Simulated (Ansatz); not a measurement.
## Does relaxation matter for the field gradients of CdHg₄C₆S₆Br₄N₆?

Start: a structure deposited in the COD, atoms as given.

Space group Fmm2 (No. 42); a = 18.4636, b = 22.3222, c = 6.3678 Å.

| site | Wyckoff | site symmetry | x | y | z |
| --- | --- | --- | --- | --- | --- |
| Cd | 4a | mm2 | 0.5000 | 0.5000 | 0.0337 |
| Hg | 16e | 1 | 0.6500 | 0.6902 | 0.5370 |
| C6 | 16e | 1 | 0.6303 | 0.5611 | 0.7130 |
| C10 | 8c | m.. | 0.5000 | 0.6252 | 0.3500 |
| S12 | 16e | 1 | 0.6911 | 0.5885 | 0.5390 |
| S16 | 8c | m.. | 0.5000 | 0.6837 | 0.5650 |
| Br | 16e | 1 | 0.6561 | 0.8019 | 0.5372 |
| N22 | 8c | m.. | 0.5000 | 0.4153 | 0.2400 |
| N24 | 16e | 1 | 0.5906 | 0.5415 | 0.8280 |

One atom of each set is listed; the run and its k-mesh use a cell of 27 atoms with edges of 11.61, 9.77, 14.48 Å.

Method: Kohn–Sham DFT in Ansatz, PBE, plane waves and PAW, scalar-relativistic, 420 eV cutoff, Γ-centred 5×5×5 k-points, Fermi–Dirac smearing 0.02 eV.

The largest force at the start is 7.2 eV/Å. Relaxing the ions at fixed cell moves them by 0.565 Å at most (atom 17, S) and 0.327 Å rms. End positions:

Cd (0.5000, 0.5000, 0.0340)
Hg (0.6528, 0.6905, 0.5029)
C6 (0.6270, 0.5724, 0.7298)
C10 (0.5000, 0.6183, 0.3681)
S12 (0.6862, 0.5853, 0.5385)
S16 (0.5000, 0.6856, 0.4764)
Br (0.6575, 0.8039, 0.5247)
N22 (0.5000, 0.4297, 0.2939)
N24 (0.5865, 0.5622, 0.8665)

| site | moved (Å) | first shell before | first shell after | V_zz before (10²¹ V/m²) | η before |
| --- | --- | --- | --- | --- | --- |
| Cd | 0.002 | 6 N at 2.30–2.32 Å | 6 N at 2.28–2.37 Å | -8.52 | 0.13 |
| Hg | 0.223 | 2 S at 2.39–2.78 Å, 1 Br at 2.50 Å; also 2 Br at 3.19 Å | 2 S at 2.44–2.83 Å, 1 Br at 2.54 Å; also 2 Br at 3.05–3.33 Å | -39.1 | 0.49 |
| C6 | 0.281 | 1 N at 1.12 Å, 1 S at 1.69 Å, angle 178° | 1 N at 1.17 Å, 1 S at 1.66 Å, angle 178° | 2.21 | 0.64 |
| C10 | 0.191 | 1 N at 1.14 Å, 1 S at 1.89 Å, angle 171° | 1 N at 1.17 Å, 1 S at 1.65 Å, angle 179° | -2.64 | 0.02 |
| S12 | 0.115 | 1 C at 1.69 Å | 1 C at 1.66 Å | -22.4 | 0.85 |
| S16 | 0.565 | 1 C at 1.89 Å | 1 C at 1.65 Å | 32.9 | 0.59 |
| Br | 0.094 | 1 Hg at 2.50 Å | 1 Hg at 2.54 Å; also 1 Hg at 3.05 Å | 36.3 | 0.49 |
| N22 | 0.471 | 1 C at 1.14 Å | 1 C at 1.17 Å, 1 Cd at 2.28 Å, angle 157° | -4.48 | 0.19 |
| N24 | 0.529 | 1 C at 1.12 Å | 1 C at 1.17 Å | -6.12 | 0.67 |

Task: What are V_zz and η after the relaxation?

Result: 

```
site  V_zz after  η after  change of V_zz
  Cd        6.51     0.85               –
  Hg       -35.4     0.46           +3.72
  C6       -2.35     0.08               –
 C10       -2.56     0.01           +0.08
 S12       -22.0     0.74           +0.41
 S16       19.67     0.87          -13.25
  Br        35.9     0.56           -0.40
 N22       -3.93     0.51           +0.55
 N24       -4.83     0.54           +1.29
```

The largest change of V_zz along a kept axis is on S16, from 32.9 to 19.67. In per cent, |V_zz| changes by -10 on Hg, -3 on C, -40 to -2 on S, -1 on Br, -21 to -12 on N (all sites that start above 0.5, bar those whose gradient vanishes or changes sign or whose main axis turns by over 40°). Where |V_zz| stays above 0.1 and the axes keep their order, η moves most on N22, from 0.19 to 0.51. On Cd, C6 the largest principal value lies along another axis in the second run, so the two V_zz can't be compared directly. Forces this large mark an entry whose positions are poorly determined or wrongly transcribed.

Spin–orbit coupling is left out, which shifts gradients on Hg by a few per cent, and by more where contributions nearly cancel.
Before: The database positions are far from the calculated equilibrium, so these values describe the entry as written and may be far from the real compound's.
After: The database positions were far from equilibrium, so the relaxed structure may not be the compound's real one.
